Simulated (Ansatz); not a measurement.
Co$_{2}$N:
```
CELL_PARAMETERS angstrom
      4.22344     0.00000     0.00000
      0.00000     4.48405     0.00000
      0.00000     0.00000     2.79121
ATOMIC_POSITIONS crystal
  Co 0.73019 0.67541 0.00000
  Co 0.23019 0.82459 0.50000
  Co 0.26981 0.32459 0.00000
  Co 0.76981 0.17541 0.50000
  N  0.00000 0.00000 0.00000
  N  0.50000 0.50000 0.50000
```

Relaxed with PBEsol. Special points in fractions of this cell's reciprocal vectors: Γ (0.000, 0.000, 0.000); X (0.500, 0.000, 0.000); S (0.500, 0.500, 0.000); Y (0.000, 0.500, 0.000); Z (0.000, 0.000, 0.500); U (0.500, 0.000, 0.500); R (0.500, 0.500, 0.500); T (0.000, 0.500, 0.500).

Problem. List the band energies nearest the Fermi level at these points for plane-wave PAW PBEsol (Ansatz code).

Solution. In eV from the Fermi level; about four levels below and three above (degenerate sets whole), none deeper than 8.9 eV; points with the same levels are listed once.

```json
[
 {"k": "Γ", "below": "-1.36 -0.47 -0.39 -0.21", "above": "0.19 0.32 0.55"},
 {"k": "X", "below": "-0.71 -0.71 -0.42 -0.42", "above": "0.86 0.86 2.00 2.00"},
 {"k": "S", "below": "-0.86 -0.86 -0.72 -0.72", "above": "1.72 1.72 2.22 2.22"},
 {"k": "Y", "below": "-0.61 -0.61 -0.30 -0.30", "above": "1.03 1.03 2.04 2.04"},
 {"k": "Z", "below": "-0.90 -0.90 -0.48 -0.48", "above": "0.25 0.25 0.57 0.57"},
 {"k": "U", "below": "-0.78 -0.78 -0.69 -0.69", "above": "0.04 0.04 1.03 1.03"},
 {"k": "R", "below": "-0.62 -0.62 -0.09 -0.09", "above": "1.01 1.01 1.32 1.32"},
 {"k": "T", "below": "-0.46 -0.46 -0.34 -0.34", "above": "0.01 0.01 0.46 0.46"}
]
```

Space group Pnnm. The workflow started from an entry of the Crystallography Open Database (COD). Whether it is the stable phase at ambient conditions was not checked. The cell was relaxed with PBEsol under the symmetry of its start; whether a distortion lowers the energy is not shown. The workflow began spin-polarised and lost its moments.

Potentials: the later of the program's two PAW sets.
